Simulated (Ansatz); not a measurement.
TaSi₂:
Space group P6₄22 (No. 181); a = 4.7315 Å, b = 4.7315 Å, c = 6.5183 Å, α = 90.00°, β = 90.00°, γ = 120.00°

| atom | site | symmetry | x | y | z |
|---|---|---|---|---|---|
| Ta | 3c | 222 | 0.5000 | 0.0000 | 0.0000 |
| Si | 6i | ..2 | 0.1594 | 0.3188 | 0.0000 |

Relaxed at zero pressure with DFT-LDA in the program Ansatz with PAW potentials.

### Question
The volume is lowered by 6 % and shape and atoms relax at that volume. What pressure results, and how do the axes share the change?

### Answer
14.3 GPa; a -2.2 %, b -2.2 %, c -1.7 %; the energy rises by 36 meV/atom.

### Question
Give the new structure.

### Answer

Space group P6₄22 (No. 181); a = b = 4.6261 Å, c = 6.4095 Å, α = β = 90.00°, γ = 120.00°

| atom | site | symmetry | x | y | z |
|---|---|---|---|---|---|
| Ta | 3c | 222 | 0.5000 | 0.0000 | 0.0000 |
| Si | 6i | ..2 | 0.1596 | 0.3191 | 0.0000 |

The phase is kept; no other phase was compared at this pressure.

Space group P6_422. The workflow started from an entry of the Crystallography Open Database (COD), which files this formula under 2 space groups. Its standing as an ambient phase is unchecked. The cell was relaxed with LDA under the symmetry of its start; whether a distortion lowers the energy is not shown. The run is not spin-polarised. Scalar-relativistic: spin–orbit coupling is off unless named, which matters more the heavier the elements.

Potentials: the later of the program's two PAW sets.
